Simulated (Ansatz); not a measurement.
## Stress against strain in BePd

```yaml
crystal:
  lattice:
    - [2.81300, 0.00000, 0.00000]
    - [0.00000, 2.81300, 0.00000]
    - [0.00000, 0.00000, 2.81300]
  atoms:
    - { symbol: Be, position: [0.00000, 0.00000, 0.00000] }
    - { symbol: Pd, position: [0.50000, 0.50000, 0.50000] }
```

Atoms are numbered in the order listed.

The cell comes from COD entry 9008808, which wasn't checked; take it as a given geometry.

Spin polarisation is left out, and whether a magnetic state lies lower isn't shown here.

These are results of DFT, LDA, all-electron LAPW, scalar-relativistic (Ansatz 0.2.0), not measurements.

The runs use a Γ-centred 12×12×12 k mesh, Fermi–Dirac smearing of 0.08 eV, basis error target 1 meV/atom, no spin polarisation.

The strain is applied along the Cartesian axes of the cell as listed (the other components stay zero). Fractional coordinates are held (clamped ions).

σ is the change of stress from the unstrained cell, which is at -7.99 GPa; tension is positive, so slopes are stress–strain coefficients at that pressure. In a metal the k mesh adds noise.

Only quantities that a quadratic follows smoothly over the whole series are listed; rougher ones are left out.

| εzz | σzz (GPa) | σxx (GPa) |
| --- | --- | --- |
| -0.0200 | -4.68 | -3.07 |
| 0.0000 | 0.00 | 0.00 |
| 0.0100 | 1.88 | 1.49 |
| 0.0200 | 3.64 | 2.89 |

Task: Fit the series and read off the stiffness at zero strain.

Result: Least-squares fits y = p0 + p1 x + p2 x² to the rows give σzz (GPa): p1 = 207, p2 = -1200; σxx (GPa): p1 = 149, p2 = -250. So C11 = 207 GPa and C12 = 149 GPa, which gives B = (C11 + 2 C12)/3 = 168 GPa.

Task: One run, at εzz = -0.0100, is withheld. Predict its row.

Result: The fits give -2.23, -1.51; the run gave -2.07, -1.56.
